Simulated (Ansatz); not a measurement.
All numbers below come from DFT PBE, scalar-relativistic, plane waves, PAW (Ansatz). All cells share a 420 eV cutoff and Γ-centred k meshes spaced about 0.3 Å⁻¹ or finer (0.25 for metals, 2π included). No spin polarisation.

Temperature and zero-point effects are left out.

Two relaxed structures of Al3Ga3N2:

A.

```
CELL_PARAMETERS angstrom
3.07622 0.00000 0.00000
-1.53811 2.66409 0.00000
0.00000 0.00000 14.61898
ATOMIC_POSITIONS crystal
Al 0.33333 0.66667 0.17524
Al 0.00000 0.00000 0.35207
Al 0.00000 0.00000 0.00101
Ga 0.33333 0.66667 0.51880
Ga 0.33333 0.66667 0.84592
Ga 0.66667 0.33333 0.68014
N 0.00000 0.00000 0.13350
N 0.33333 0.66667 0.30632
```

B.

```
CELL_PARAMETERS angstrom
3.09486 0.00000 0.00000
-1.54743 2.68022 0.00000
0.00000 0.00000 14.48551
ATOMIC_POSITIONS crystal
Al 0.33333 0.66667 0.17374
Al 0.00000 0.00000 0.99817
Al 0.66667 0.33333 0.68039
Ga 0.00000 0.00000 0.35845
Ga 0.33333 0.66667 0.52303
Ga 0.33333 0.66667 0.84438
N 0.00000 0.00000 0.13046
N 0.33333 0.66667 0.30438
```

**Question.** Which placement of the atoms is lower in energy, and by how much?

**Answer.** A is lower, by 202 meV/atom. The two share one framework of sites and differ in which element sits where. A has space group P3m1 (No. 156), 15.0 Å³/atom and no gap on its mesh; B has space group P3m1 (No. 156), 15.0 Å³/atom and no gap. Counting Al or Ga atoms around N (for each partner element, those within 1.25 times its shortest distance or 1.15 times the sum of covalent radii, where it is the nearest in units of that sum or under 1.3), A and B both have N 4. Both come from invented guesses.
